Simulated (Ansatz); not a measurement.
B:
Space group Pnnm (No. 58); a = 5.023 Å, b = 5.588 Å, c = 6.878 Å, α = β = γ = 90.00°

```tsv
atom	site	symmetry	x	y	z
B	8h	1	0.3473	0.0922	0.2900
B	4g	..m	0.1482	0.7715	0.0000
B	4g	..m	0.1645	0.0084	0.5000
B	8h	1	0.1602	0.2813	0.1259
B	4g	..m	0.3294	0.0223	0.0000
```

Relaxed at zero pressure with PBEsol (plane waves, PAW; program Ansatz).

Task: The volume is lowered by 3 % and shape and atoms relax at that volume. What pressure results, and how do the axes share the change?

Result: 7.4 GPa; a -0.9 %, b -0.9 %, c -1.2 %; the energy rises by 5 meV/atom.

Task: Give the new structure.

Result: 
Space group Pnnm (No. 58); a = 4.9767 Å, b = 5.5369 Å, c = 6.7960 Å, α = 90.00°, β = 90.00°, γ = 90.00°

| atom | site | symmetry | x | y | z |
|---|---|---|---|---|---|
| B | 8h | 1 | 0.3472 | 0.0918 | 0.2889 |
| B | 4g | ..m | 0.1485 | 0.7723 | 0.0000 |
| B | 4g | ..m | 0.1644 | 0.0088 | 0.5000 |
| B | 8h | 1 | 0.1599 | 0.2812 | 0.1264 |
| B | 4g | ..m | 0.3291 | 0.0240 | 0.0000 |

The phase is kept; no other phase was compared at this pressure.

The first step of the workflow began from a Materials Project structure, measured or hypothetical; the Crystallography Open Database copy checked does not list it. It is not the phase usual at ambient conditions (space group No. 166). Symmetry was held in the PBEsol relaxation; whether a distortion lowers the energy is not shown.

Potentials: the later of the program's two PAW sets.
